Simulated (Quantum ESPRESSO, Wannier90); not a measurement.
## Tight-binding from DFT: BN (Fmm2)

```
begin unit_cell_cart
ang
   -1.2516300000    0.0000000000   -2.1660900000
   -1.2516300000    0.0000000000    2.1660900000
    1.2516300000    3.4953150000    0.0000000000
end unit_cell_cart
begin atoms_frac
B   -0.0000500000  0.0000500000  0.0000000000
N    0.3333500000 -0.3333500000  0.0000000000
end atoms_frac
```

Cell from Materials Project (mp-685145), symmetrised, no further relaxation. Not found in the COD (Crystallography Open Database) copy used, which has the formula in other groups; not checked further. Level: PBEsol, no spin polarisation, no spin-orbit coupling; pw.x of Quantum ESPRESSO at 68 Ry with PseudoDojo potentials, 12×12×12 k-points, Wannier90. Density: 14×14×14 mesh, cold smearing 0.01 Ry. The cell is built of weakly bound layers, chains or molecules, whose nearest atoms lie 3.57 Å apart. Database cells relaxed without dispersion often hold them too far apart, which can enlarge gaps and weakens couplings between them; spacing and stacking were not compared with the measured crystal.

A tight-binding model is made by disentanglement and projection with no localisation steps (num_iter = 0), so the 8 orbitals stay atom-like: hydrogen-like B: s;p; N: s;p, axes along x, y, z; frozen window up to 5.20 eV relative to the valence-band maximum. It follows pw.x to 3.8 meV rms for states up to 4.7 eV relative to the valence-band maximum. Matrix elements depend on this choice of orbitals and windows. The run ended at its step limit with the spread still drifting slowly, so a lower minimum may lie further on.

### Question
Which pairs of orbitals on different sites are coupled most strongly? Give distance, modulus and how many such pairs a cell has.

### Answer
```
orbital  orbital  distance of the centres (Å)  modulus (eV)  pairs
-------  -------  ---------------------------  ------------  -----
B pz         N s                         1.58          6.96      1
B pz        N pz                         1.60          6.52      1
B px         N s                         1.51          6.06      2
B s         N pz                         1.47          4.80      1
B s         N px                         1.46          4.19      2
B pz        N px                         1.40          4.16      2
B px        N px                         1.53          4.15      2
B px        N pz                         1.50          4.15      2
B s          N s                         1.45          3.71      3
B pz         N s                         1.38          3.49      2
B px        N px                         1.29          3.05      1
B py        N py                         1.44          2.68      3
B s         N pz                         1.43          2.39      2
B px        B pz                         2.73          1.36      2
B pz        B pz                         2.50          1.18      1
N px        N pz                         2.55          1.16      2
N px         N s                         2.53          0.92      2
B px         B s                         2.61          0.91      2
N pz         N s                         2.53          0.89      2
N s          N s                         2.50          0.86      3
B px        B px                         2.50          0.86      1
B pz         B s                         2.62          0.81      2
N pz        N pz                         2.50          0.81      1
N px        N px                         2.50          0.77      1
B pz         B s                         2.51          0.76      2
N pz         N s                         2.50          0.71      2
B s          B s                         2.50          0.69      1
B px        B px                         2.50          0.65      2
B s          B s                         2.50          0.64      2
B pz        N pz                         1.37          0.64      2
```
